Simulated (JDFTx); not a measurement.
AlRu(111) slab cut from bulk AlRu (space group Pm-3m, indices of the conventional cell, lattice of the Materials Project entry mp-542569, not re-optimised): 11 atoms in 11 planes, a 1x1 cell of 15.41 Å² (|a| = 4.218, |b| = 4.218 Å), 8.5 Å between the outermost planes, Al outermost, slab composition Al6Ru5, cell height 24.6 Å, 6×6×1 k mesh, Fermi smearing 0.01 Ha, no spin polarisation. Whether this polymorph is the ambient one wasn't checked.

Method: PBE, GBRV ultrasoft potentials, plane waves to 20/100 Ha, in a modified build of JDFTx. Liquid: CANDLE, water, 1 M KF. Between zero charge and 0.28 V from it the run gives σ = 4.7 μC/cm², a mean capacitance of 16.7 μF/cm². The liquid has ε = 78.4, a 1:1 salt at 1 M with linear (Debye) response, and T = 298 K.

A calculation by hand: the Debye length, the diffuse-layer capacitance, and the inner capacitance that is left when the two stand in series.

Each ion has density c = 1 × 6.022×10⁻⁴ = 6.022e-04 Å⁻³. λ² = ε kT / (8π (e²/4πε₀) c) with kT = 0.02568 eV and e²/4πε₀ = 14.40 eV Å gives λ = 3.04 Å; the log prints 3.04 Å. C_diffuse = ε₀ε/λ = 228 μF/cm². Then 1/C_inner = 1/16.7 − 1/228, so C_inner = 18.0 μF/cm², which equals a vacuum gap of ε₀/C_inner = 0.49 Å. The diffuse layer takes 7 % of the potential drop; the rest lies between the electrode's charge and the onset of the dielectric, with the electrode's own (quantum) capacitance in it. The split is a model: in the calculation solvent and ions share one smooth cavity.
